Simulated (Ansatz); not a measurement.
# MoS2 with phosphorus replacing Mo: do the settings matter for the field gradients?

This input was run with Ansatz:

```yaml
crystal:
  lattice:
    - [9.507, 0.0, 0.0]
    - [-4.7535, 8.2333035138, 0.0]
    - [0.0, 0.0, 12.324]
  atoms:
    - { symbol: P, position: [0.1111111111, 0.2222222222, 0.25] }
    - { symbol: Mo, position: [0.1111111111, 0.5555555556, 0.25] }
    - { symbol: Mo, position: [0.1111111111, 0.8888888889, 0.25] }
    - { symbol: Mo, position: [0.4444444444, 0.2222222222, 0.25] }
    - { symbol: Mo, position: [0.4444444444, 0.5555555556, 0.25] }
    - { symbol: Mo, position: [0.4444444444, 0.8888888889, 0.25] }
    - { symbol: Mo, position: [0.7777777778, 0.2222222222, 0.25] }
    - { symbol: Mo, position: [0.7777777778, 0.5555555556, 0.25] }
    - { symbol: Mo, position: [0.7777777778, 0.8888888889, 0.25] }
    - { symbol: Mo, position: [0.2222222222, 0.1111111111, 0.75] }
    - { symbol: Mo, position: [0.2222222222, 0.4444444444, 0.75] }
    - { symbol: Mo, position: [0.2222222222, 0.7777777778, 0.75] }
    - { symbol: Mo, position: [0.5555555556, 0.1111111111, 0.75] }
    - { symbol: Mo, position: [0.5555555556, 0.4444444444, 0.75] }
    - { symbol: Mo, position: [0.5555555556, 0.7777777778, 0.75] }
    - { symbol: Mo, position: [0.8888888889, 0.1111111111, 0.75] }
    - { symbol: Mo, position: [0.8888888889, 0.4444444444, 0.75] }
    - { symbol: Mo, position: [0.8888888889, 0.7777777778, 0.75] }
    - { symbol: S, position: [0.1111111111, 0.2222222222, 0.623] }
    - { symbol: S, position: [0.1111111111, 0.5555555556, 0.623] }
    - { symbol: S, position: [0.1111111111, 0.8888888889, 0.623] }
    - { symbol: S, position: [0.4444444444, 0.2222222222, 0.623] }
    - { symbol: S, position: [0.4444444444, 0.5555555556, 0.623] }
    - { symbol: S, position: [0.4444444444, 0.8888888889, 0.623] }
    - { symbol: S, position: [0.7777777778, 0.2222222222, 0.623] }
    - { symbol: S, position: [0.7777777778, 0.5555555556, 0.623] }
    - { symbol: S, position: [0.7777777778, 0.8888888889, 0.623] }
    - { symbol: S, position: [0.2222222222, 0.1111111111, 0.123] }
    - { symbol: S, position: [0.2222222222, 0.4444444444, 0.123] }
    - { symbol: S, position: [0.2222222222, 0.7777777778, 0.123] }
    - { symbol: S, position: [0.5555555556, 0.1111111111, 0.123] }
    - { symbol: S, position: [0.5555555556, 0.4444444444, 0.123] }
    - { symbol: S, position: [0.5555555556, 0.7777777778, 0.123] }
    - { symbol: S, position: [0.8888888889, 0.1111111111, 0.123] }
    - { symbol: S, position: [0.8888888889, 0.4444444444, 0.123] }
    - { symbol: S, position: [0.8888888889, 0.7777777778, 0.123] }
    - { symbol: S, position: [0.1111111111, 0.2222222222, 0.877] }
    - { symbol: S, position: [0.1111111111, 0.5555555556, 0.877] }
    - { symbol: S, position: [0.1111111111, 0.8888888889, 0.877] }
    - { symbol: S, position: [0.4444444444, 0.2222222222, 0.877] }
    - { symbol: S, position: [0.4444444444, 0.5555555556, 0.877] }
    - { symbol: S, position: [0.4444444444, 0.8888888889, 0.877] }
    - { symbol: S, position: [0.7777777778, 0.2222222222, 0.877] }
    - { symbol: S, position: [0.7777777778, 0.5555555556, 0.877] }
    - { symbol: S, position: [0.7777777778, 0.8888888889, 0.877] }
    - { symbol: S, position: [0.2222222222, 0.1111111111, 0.377] }
    - { symbol: S, position: [0.2222222222, 0.4444444444, 0.377] }
    - { symbol: S, position: [0.2222222222, 0.7777777778, 0.377] }
    - { symbol: S, position: [0.5555555556, 0.1111111111, 0.377] }
    - { symbol: S, position: [0.5555555556, 0.4444444444, 0.377] }
    - { symbol: S, position: [0.5555555556, 0.7777777778, 0.377] }
    - { symbol: S, position: [0.8888888889, 0.1111111111, 0.377] }
    - { symbol: S, position: [0.8888888889, 0.4444444444, 0.377] }
    - { symbol: S, position: [0.8888888889, 0.7777777778, 0.377] }
total_charge: 1
kpoints:
  mp_grid: { grid: [3, 3, 2] }
scf:
  occupations: { method: cold, width: 0.01 }
hamiltonian:
  xc: pbe
  pseudopotentials: { kind: paw }
output:
  forces: true
  stress: true
  populations: true
  efg:
    quadrupole_moments_barn: { Mo: -0.022, S: -0.0694 }
    contact_densities: true
```

```sh
ansatz run input.yaml --threads 4 --pin off --max-ram 8192MiB --backend cpu --events-out ev --progress --plain --runs-dir out
```

It converged. Of its output the block on the nuclei alone is shown, without the SCF iterations, energies, forces and stress (one atom of each set):

```
--- PAW observables at the nuclei: V_zz in 10²¹ V/m², potentials from the cell's mean, atoms counted from 1 ---
  atom   1  P  V_zz =    -1.298701   η = 0.0000   by run symmetry: allowed
            electrostatic potential = -1494.723753 V   contact ρ = 16038.280747 e/Å³
  atom   2  Mo V_zz =    -8.761253   η = 0.2754   by run symmetry: allowed   C_q = +4.6606 MHz
            electrostatic potential = -6350.777055 V   contact ρ = 595255.355072 e/Å³
  atom   6  Mo V_zz =    -8.391410   η = 0.0000   by run symmetry: allowed   C_q = +4.4639 MHz
            electrostatic potential = -6350.771897 V   contact ρ = 595255.038657 e/Å³
  atom   8  Mo V_zz =    -8.642027   η = 0.0000   by run symmetry: allowed   C_q = +4.5972 MHz
            electrostatic potential = -6350.744522 V   contact ρ = 595254.963164 e/Å³
  atom  10  Mo V_zz =    -7.285785   η = 0.0056   by run symmetry: allowed   C_q = +3.8757 MHz
            electrostatic potential = -6350.943805 V   contact ρ = 595254.715217 e/Å³
  atom  12  Mo V_zz =    -7.179109   η = 0.0095   by run symmetry: allowed   C_q = +3.8190 MHz
            electrostatic potential = -6350.938929 V   contact ρ = 595254.644953 e/Å³
  atom  14  Mo V_zz =    -7.055884   η = 0.0065   by run symmetry: allowed   C_q = +3.7534 MHz
            electrostatic potential = -6350.932453 V   contact ρ = 595254.613777 e/Å³
  atom  19  S  V_zz =    -5.183157   η = 0.0000   by run symmetry: allowed   C_q = +8.6978 MHz
            electrostatic potential = -1636.536029 V   contact ρ = 19771.536496 e/Å³
  atom  20  S  V_zz =    -4.906266   η = 0.0074   by run symmetry: allowed   C_q = +8.2331 MHz
            electrostatic potential = -1636.504554 V   contact ρ = 19771.428115 e/Å³
  atom  24  S  V_zz =    -4.901045   η = 0.0000   by run symmetry: allowed   C_q = +8.2244 MHz
            electrostatic potential = -1636.506279 V   contact ρ = 19771.466809 e/Å³
  atom  26  S  V_zz =    -4.878292   η = 0.0000   by run symmetry: allowed   C_q = +8.1862 MHz
            electrostatic potential = -1636.498597 V   contact ρ = 19771.413637 e/Å³
  atom  28  S  V_zz =    -4.765251   η = 0.9210   by run symmetry: allowed   C_q = +7.9965 MHz
            electrostatic potential = -1636.363532 V   contact ρ = 19773.068036 e/Å³
  atom  30  S  V_zz =    -4.696057   η = 0.1474   by run symmetry: allowed   C_q = +7.8804 MHz
            electrostatic potential = -1636.343898 V   contact ρ = 19771.877828 e/Å³
  atom  32  S  V_zz =    -5.556905   η = 0.0158   by run symmetry: allowed   C_q = +9.3250 MHz
            electrostatic potential = -1636.280763 V   contact ρ = 19771.788606 e/Å³
```

(1) Can these gradients be trusted, and how do they compare with a run on standard settings?

## Answers

(1) They agree with the standard run. Against the standard input the change is `scf.occupations.method`: fermi_dirac → cold. A site carries the number of its first atom; V_zz in 10²¹ V/m².

```csv
site,V_zz standard,η standard,V_zz here,η here
P,-1.29,0.00,-1.30,0.00
Mo2,-8.75,0.27,-8.76,0.28
Mo6,-8.34,0.00,-8.39,0.00
Mo8,-8.62,0.00,-8.64,0.00
Mo10,-7.27,0.01,-7.29,0.01
Mo12,-7.17,0.01,-7.18,0.01
Mo14,-7.05,0.01,-7.06,0.01
S19,-5.18,0.00,-5.18,0.00
S24,-4.90,0.00,-4.90,0.00
S28,-4.75,0.92,-4.77,0.92
S30,-4.70,0.15,-4.70,0.15
S32,-5.54,0.01,-5.56,0.02
```

The largest change of V_zz is on Mo6, from -8.34 to -8.39. In per cent, |V_zz| changes by 0 to +1 on Mo, 0 on S (all sites that start above 2). The table leaves out 2 of the 14 sites, with |V_zz| up to 4.91; their tensors move by 0.01 at most along any direction. The statements above cover all sites. SCF iterations: 12 and 18.

On the reference run: The run isn't spin-polarised, and a state with spin may lie lower. The defect repeats with the cell of 54 atoms, so it feels its images: sites between two images don't show the values beside a lone defect, and zeros or small values of η there can come from the images' arrangement. Mo and S carry a gradient in the pure host already, so the values there aren't the defect's effect alone. A uniform background compensates the cell's charge. The defect cell has no gap above 0.1 eV on its mesh, so the values can hang on the smearing and the k-mesh. Without spin–orbit coupling (the program notes it for Mo) the gradients can shift somewhat, as the gap is small. The neighbours have not yet relaxed around the defect (largest force 0.85 eV/Å), so a real crystal will differ.
